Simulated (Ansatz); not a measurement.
SnS2:
```yaml
crystal:
  lattice:
    - [3.70112, 0.00000, 0.00000]
    - [-1.85056, 3.20527, 0.00000]
    - [0.00000, 0.00000, 32.00000]
  atoms:
    - { symbol: S, position: [0.66667, 0.33333, 0.54620] }
    - { symbol: Sn, position: [0.00000, 0.00000, 0.50000] }
    - { symbol: S, position: [0.33333, 0.66667, 0.45380] }
```
Free-standing layer in the xy plane with vacuum along z and no interaction between images.

Relaxed with PBE.

**Question.** All from PBE (plane waves, PAW; program Ansatz), unless another level is named. Give the hole effective mass, in the valley on the Γ–M line, 29 % of the way from Γ.

**Answer.** 0.27 along x, 2.1 along y (mₑ).

**Question.** Predict the electron effective mass with spin–orbit coupling, in the valley at M.

**Answer.** 0.26 along x, 0.78 along y (mₑ).

**Question.** Predict the electron affinity (Kohn–Sham).

**Answer.** 5.26 eV.

**Question.** Next, the ionisation potential (Kohn–Sham)?

**Answer.** 6.83 eV.

Space group P-3m1 (1T). A layer that has been made, often on a substrate. The cell was relaxed with PBE under the symmetry of its start; its stability against distortions is not shown here. Scalar-relativistic: spin–orbit coupling is off unless named, which matters more the heavier the elements.

Potentials: the later of the program's two PAW sets.

Edges and masses are those of Kohn–Sham bands, whose gap is no quasiparticle gap.
